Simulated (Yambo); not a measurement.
Convergence of the G0W0 gap of InAlSb₂

G0W0@PBEsol for InAlSb$_{2}$ (space group P-4m2, No. 115) in Yambo. Reference settings: 2×2×2 Γ-centred k mesh, 372 bands and a 7 Ry block in the screening, 372 bands in G with the Bruneval-Gonze terminator, plasmon pole fitted at 27.2 eV. The PBEsol gap Γ → Γ on this mesh is 0.27 eV; G0W0 gaps are taken between the same points.

```csv
change from the reference,G0W0 gap Γ → Γ (eV),shift of the valence edge (eV),rough Yambo cost
reference settings,0.94,-0.70,1
"142 bands in W, 142 bands in G",1.07,-0.43,about 1/2
"240 bands in W, 240 bands in G",0.98,-0.61,within a factor of two
142 bands in G,0.95,-0.63,–
240 bands in G,0.94,-0.69,–
176 bands in W,1.02,-0.55,within a factor of two
1 Ry block,0.94,-0.12,within a factor of two
3 Ry block,0.89,-0.44,within a factor of two
6 Ry block,0.94,-0.68,within a factor of two
pole fitted at 55 eV,0.93,-0.81,–
no random integration,0.92,-0.57,–
2×2×1 mesh,0.85,-0.61,about 1/3
"142 bands in G, no terminator",0.99,-0.20,–
"240 bands in G, no terminator",0.96,-0.48,–
no terminator,0.95,-0.61,–
```

The reference isn't shown to be the converged limit. Costs are rough (shared machines), scaled to the same edge states, and given only for runs that recompute the screening.

So small a PBEsol gap in heavy elements may be inverted, where one-shot corrections to single bands mislead.

The standard potentials for In, Sb keep a d shell in the valence without the s and p states of that shell. In tests on such compounds this moved G0W0 gaps by up to about 0.9 eV, so absolute quasiparticle energies here are unreliable; differences between settings are what counts.

Spin-orbit coupling is included.

Geometry relaxed with PBEsol; primitive cell a = 4.481 Å, b = 4.481 Å, c = 6.315 Å, α = 90.00°, β = 90.00°, γ = 90.00°.

The structure is a Materials Project entry; no match was found in the copy of COD used, and its stability was not checked.

A shift is the quasiparticle energy of the state minus its PBEsol energy.
